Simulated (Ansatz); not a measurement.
Starting cell, CsPbBr3 (cubic perovskite):

```xyz
5
Lattice="6.0028 0.0000 0.0000 0.0000 6.0028 0.0000 0.0000 0.0000 6.0028" Properties=species:S:1:pos:R:3 pbc="T T T"
Cs     0.0000     0.0000     0.0000
Pb     3.0014     3.0014     3.0014
Br     0.0000     3.0014     3.0014
Br     3.0014     3.0014     0.0000
Br     3.0014     0.0000     3.0014
```

Two-dimensional scan of atom 1 (Cs, nearest neighbour Br at 4.245 Å; its periodic images, 6.0 Å or more away, move with it): u runs along (1.000, 0.000, 0.000), v along (0.000, 0.000, 1.000) (Cartesian). Cell and other atoms are fixed.

Calculation: PBE (plane waves to 420 eV, PAW, scalar-relativistic; Ansatz, a first-principles code). k mesh 5×5×5 (Γ-centred), Fermi-Dirac smearing 0.05 eV. Energies are smeared free energies. CsPbBr3 was relaxed with its symmetry unable to fall. Spin-orbit coupling is left out, though Pb is heavy. The PAW data are Ansatz's earlier set. This is a high-temperature form of CsPbBr3.

Changes of ΔE (eV/cell) from the point u = 0.000 Å, v = 0.000 Å when one coordinate moves alone (two changes are said to add if the coupling is within 5 % of the smaller one, nearly so within 20 %):

| point | change |
|---|---|
| u = 0.000 Å, v = -0.640 Å | 0.01891 |
| u = 0.000 Å, v = -0.427 Å | 0.00493 |
| u = 0.000 Å, v = -0.213 Å | 0.00069 |
| u = -0.640 Å, v = 0.000 Å | 0.01891 |
| u = -0.427 Å, v = 0.000 Å | 0.00493 |
| u = -0.213 Å, v = 0.000 Å | 0.00069 |
| u = 0.213 Å, v = 0.000 Å | 0.00069 |
| u = 0.427 Å, v = 0.000 Å | 0.00493 |
| u = 0.640 Å, v = 0.000 Å | 0.01891 |
| u = 0.000 Å, v = 0.213 Å | 0.00069 |
| u = 0.000 Å, v = 0.427 Å | 0.00493 |
| u = 0.000 Å, v = 0.640 Å | 0.01891 |

Do the two effects add at u = 0.640 Å, v = 0.427 Å? Give the computed change.

The sum of the single changes is 0.01891 + (0.00493) = 0.02384; the calculation gives 0.05217, so the coupling contributes 0.02833 (over 20 % of the smaller single change, not additive).

What is the change at u = 0.640 Å, v = -0.640 Å, where both move, and how far is it from the sum?

The sum of the single changes is 0.01891 + (0.01891) = 0.03782; the calculation gives 0.10781, so the coupling contributes 0.06999 (over 20 % of the smaller single change, not additive).

(For displaced atoms, the force is minus the slope of the energy, and its curvature is a force constant, which sets phonon frequencies.)
